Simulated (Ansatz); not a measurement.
**Ansatz 0.2.0, relaxation: Ba$_{2}$Sr$_{3}$Al$_{2}$**

The command:

```bash
ansatz run input.yaml --threads 2 --pin off --max-ram 2560MiB --backend cpu --events-out ev --progress --plain --runs-dir out
```

Input:

```yaml
crystal:
  lattice:
    - [0.0, 0.0, 5.134681]
    - [4.637207, 0.0, 0.0]
    - [2.318604, 10.279229, -2.567341]
  atoms:
    - { symbol: Ba, position: [0.3584, 0.6416, 0.7168] }
    - { symbol: Ba, position: [0.6416, 0.3584, 0.2832] }
    - { symbol: Al, position: [0.4351, 0.0649, 0.8702] }
    - { symbol: Al, position: [0.5649, 0.9351, 0.1298] }
    - { symbol: Sr, position: [0.0, 0.5, 0.0] }
    - { symbol: Sr, position: [0.1832, 0.8168, 0.3664] }
    - { symbol: Sr, position: [0.8168, 0.1832, 0.6336] }
  symmetry: { tolerance: 0.0003 }
kpoints:
  mp_grid: { grid: [5, 5, 5], shift: [0, 0, 0] }
magnetization:
  spin_polarized: false
scf:
  occupations: { method: cold, width: 0.1791 }
  lower_state_search: "off"
hamiltonian:
  pseudopotentials: { kind: paw }
  xc: r2scan
basis:
  ecutwfc: 500
  fft_grid_basis: typed
relax:
  max_steps: 80
  cell: { p_target: 0.0 }
output:
  forces: true
  stress: true
  eigenvalues: true
  bader: true
  populations: true
  elf: true
  write_potential: true
  volumetric_format: npy
  dos:
    e_range: [-12, 8]
    de: 0.05
    projected: { site_lists: { Al: [Al], Ba: [Ba], Sr: [Sr] } }
  write_density: true
checkpoint:
  read: saved_state
```

Origin of the cell: a known structure type with other elements, at an estimated volume, so it need not be a known compound.

The saved state is a converged single point of the same cell.

Output (shortened):

```
SCF iter   1: F=—  HF=-23672.436455 eV  Δρ=1.48e-3  dr2=1.87e-2  dr2_τ=5.07e-4
SCF iter   2: F=—  HF=-23672.437046 eV  S|Δr|=    0.00e0  Δρ=7.69e-4  dr2=4.69e-3  dr2_τ=6.53e-5
SCF iter   3: F=—  HF=-23672.436737 eV  S|Δr|=    0.00e0  Δρ=1.52e-4  dr2=1.30e-4  dr2_τ=1.04e-6
SCF iter   4: F=—  HF=-23672.436757 eV  S|Δr|=    0.00e0  Δρ=4.59e-5  dr2=1.13e-5  dr2_τ=5.38e-7
SCF iter   5: F=—  HF=-23672.436739 eV  S|Δr|=    0.00e0  Δρ=1.76e-5  dr2=1.80e-6  dr2_τ=4.40e-8
SCF iter   6: F=—  HF=-23672.436739 eV  S|Δr|=    0.00e0  Δρ=4.10e-6  dr2=1.26e-7  dr2_τ=1.38e-9
SCF iter   7: F=-23672.436739 eV  HF=-23672.436739 eV  S|Δr|=    0.00e0  Δρ=1.01e-6  dr2=5.31e-9  dr2_τ=1.83e-10
relax step   1: F+E_penalty+E_count = -23672.436739 eV  Δ(F+E_penalty+E_count) = +0.000e0 eV  max|allowed force component| = 2.297e0 eV/Å  Δτ_max = 0.0000 Å  P = +5.980 GPa  Ω = 244.754 Å³  ( […]
relax step   2: F+E_penalty+E_count = -23673.739950 eV  Δ(F+E_penalty+E_count) = -1.303e0 eV  max|allowed force component| = 5.558e-1 eV/Å  Δτ_max = 0.1279 Å  P = +3.487 GPa  Ω = 263.404 Å³ […]
relax step   3: F+E_penalty+E_count = -23674.294292 eV  Δ(F+E_penalty+E_count) = -5.543e-1 eV  max|allowed force component| = 1.777e-1 eV/Å  Δτ_max = 0.1042 Å  P = +1.268 GPa  Ω = 287.874 Å³ […]
relax step   4: F+E_penalty+E_count = -23674.443096 eV  Δ(F+E_penalty+E_count) = -1.488e-1 eV  max|allowed force component| = 1.061e-1 eV/Å  Δτ_max = 0.0974 Å  P = +0.174 GPa  Ω = 304.477 Å³ […]
relax step   5: F+E_penalty+E_count = -23674.470569 eV  Δ(F+E_penalty+E_count) = -2.747e-2 eV  max|allowed force component| = 9.185e-2 eV/Å  Δτ_max = 0.0934 Å  P = +0.068 GPa  Ω = 310.582 Å³ […]
relax step   6: F+E_penalty+E_count = -23674.490059 eV  Δ(F+E_penalty+E_count) = -1.949e-2 eV  max|allowed force component| = 6.406e-2 eV/Å  Δτ_max = 0.0584 Å  P = +0.081 GPa  Ω = 311.423 Å³ […]
relax step   7: F+E_penalty+E_count = -23674.505519 eV  Δ(F+E_penalty+E_count) = -1.546e-2 eV  max|allowed force component| = 3.055e-2 eV/Å  Δτ_max = 0.0861 Å  P = +0.020 GPa  Ω = 314.614 Å³ […]
relax step   8: F+E_penalty+E_count = -23674.509838 eV  Δ(F+E_penalty+E_count) = -4.319e-3 eV  max|allowed force component| = 1.460e-2 eV/Å  Δτ_max = 0.0638 Å  P = -0.035 GPa  Ω = 316.994 Å³ […]
relax step   9: F+E_penalty+E_count = -23674.509476 eV  Δ(F+E_penalty+E_count) = +3.625e-4 eV  max|allowed force component| = 4.220e-2 eV/Å  Δτ_max = 0.0640 Å  P = +0.074 GPa  Ω = 317.032 Å³ […]
relax step  10: F+E_penalty+E_count = -23674.510629 eV  Δ(F+E_penalty+E_count) = -7.908e-4 eV  max|allowed force component| = 7.458e-3 eV/Å  Δτ_max = 0.0314 Å  P = -0.005 GPa  Ω = 316.798 Å³ […]
relax step  11: F+E_penalty+E_count = -23674.510643 eV  Δ(F+E_penalty+E_count) = -1.386e-5 eV  max|allowed force component| = 5.566e-3 eV/Å  Δτ_max = 0.0160 Å  P = +0.004 GPa  Ω = 317.546 Å³ […]
relax step  12: F+E_penalty+E_count = -23674.515790 eV  Δ(F+E_penalty+E_count) = -5.147e-3 eV  max|allowed force component| = 5.295e-3 eV/Å  Δτ_max = 0.0000 Å  P = +0.016 GPa  Ω = 317.546 Å³  stress off target by 2.52e-2 GPa […]
SCF 12 converged in 7 iterations: F = -23674.515790 eV  dr2 = 1.93e-11
basis re-selected at this cell: Δ(F+E_penalty+E_count) = -5.147e-3 eV, ΔP = +0.011 GPa vs the last step (what re-selecting the basis moved, of the pressure what is left beyond the Pulay corre […]
SCF converged after 7 iterations
Stability not checked: this state was not tested for a lower state beside it, because cold or Methfessel-Paxton smearing, or corrected tetrahedra, fill the levels in a way that the test cannot read (fill_not_monotonic; […]
Free energy (F): -23674.515790 eV
Harris-Foulkes:  -23674.515790 eV  (|F-HF|=7.28e-12)
Internal energy: -23674.497887 eV  (E = F + TS)
E sigma→0 (E₀):  -23674.509822 eV
Entropy (-TS):   -0.017903 eV (-2.558 meV/atom)
Fermi energy:    5.545637 eV
--- Per-component energies (eV) ---
  E_band       = -583.151436
  E_kinetic    = 1103.750033
  E_local      = -3097.135816  (includes V_loc(G=0)·N_el)
  E_nonlocal   = 737.468772
  E_hartree    = 852.009276
  E_xc         = -866.546433
  E_vxc        = -873.106668  (∫ρ·V_xc dr)
  E_paw        = -19596.637226  (= ΣΔE_a)
  E_vpaw       = -202.433911  (= ΣTr[D̂ρ^β])
  E_aug_tail   = -0.000005  (compensation charges beyond the density's cutoff)
  E_vtau       = 44.287583  (kinetic-family band-sum trace: ∫τ·v_τ [+ j·A + Jᵃ·Aᵃ] dr)
  E_ewald      = -2806.988994
  E_core_change = -0.417494  (= ΣΔE_core)
  E_smearing   = -0.017903  (= −TS)
  Σ components = -23674.515790   (vs F -23674.515790, Δ=0.00e0)
--- Forces (eV/Å), atoms counted from 1 ---
  atom   1  Ba    -0.000000    -0.005295     0.000000
  atom   2  Ba     0.000000     0.005295    -0.000000
  atom   3  Al    -0.000000    -0.002792     0.000000
  atom   4  Al     0.000000     0.002792    -0.000000
  atom   5  Sr     0.000000     0.000000     0.000000
  atom   6  Sr     0.000000     0.004343    -0.000000
  atom   7  Sr    -0.000000    -0.004343     0.000000
  max |Σ_I F_I| component: 0.00e0 eV/Å
--- Stress (GPa, compression-positive) ---
        0.025205      -0.000000       0.000000
       -0.000000       0.018948      -0.000000
        0.000000      -0.000000       0.002836
  P = ⅓ Tr σ = 0.0157 GPa (0.157 kbar)
--- Relaxed structure (11 steps of the walk, 10 accepted, 1 SCFs on fresh bases) ---
  F+E_penalty+E_count = -23674.515790 eV   max|allowed force component| = 5.295e-3 eV/Å   (the final SCF, on the basis selected at the relaxed cell)
  cell:  # Å, volume = 317.5455 Å³
    - [1.594e-15, 1.311e-7, 5.392835]
    - [5.377733, -1.307e-7, 1.590e-15]
    - [2.688867, 10.949382, -2.696418]
  atoms:
    - { symbol: Ba, position: [0.339612, 0.660388, 0.679224] }
    - { symbol: Ba, position: [0.660388, 0.339612, 0.320776] }
    - { symbol: Al, position: [0.442304, 0.057696, 0.884608] }
    - { symbol: Al, position: [0.557696, 0.942304, 0.115392] }
    - { symbol: Sr, position: [0.0, 0.5, 0.0] }
    - { symbol: Sr, position: [0.154484, 0.845516, 0.308969] }
    - { symbol: Sr, position: [0.845516, 0.154484, 0.691031] }
--- Löwdin populations: 7 sites ---
  site symbol       q [e]
     0     Ba      8.9078
     1     Ba      8.9078
     2     Al      4.5494
     3     Al      4.5494
     4     Sr      8.6852
     5     Sr      8.8995
     6     Sr      8.8995
  spilling = 0.046452 (of n_electrons = 56.000000)
--- Bader charges: 7 sites ---
  site symbol  charge [e]  shift [e]
     0     Ba      0.4681     0.0000
     1     Ba      0.4681     0.0000
     2     Al     -1.5597     0.0000
     3     Al     -1.5597     0.0000
     4     Sr      1.3015     0.0000
     5     Sr      0.4409     0.0000
     6     Sr      0.4409     0.0000
  estimated error of the sums over rays = 6.0e-4 e
```

The starting structure.

Space group Immm (No. 71); the run's cell has a = 5.135 Å, b = 4.637 Å, c = 10.846 Å, α = 77.66°, β = 103.69°, γ = 90.00°. Shortest distances: Al–Al 2.67 Å, Al–Ba 2.80 Å, Al–Sr 3.54 Å, Ba–Sr 3.56 Å.

After:

Space group Immm (No. 71); the run's cell has a = 5.393 Å, b = 5.378 Å, c = 11.593 Å, α = 76.59°, β = 103.45°, γ = 90.00°. Shortest distances: Al–Al 2.53 Å, Al–Sr 3.43 Å, Al–Ba 3.51 Å.

```yaml
Free_energy_lowered_by: 297.0 meV/atom
Volume_change: 29.74 %
Final_pressure: 0.02 GPa
Relaxation_steps_listed: 12
```

Caveats: no dispersion correction, so spacings can come out too large where layers or molecules are weakly bound; the relaxation held the start's symmetry, so the end may be a saddle point; wide smearing.

The run took 570 s of wall time on 2 CPU thread(s) of a shared host, from a saved density.
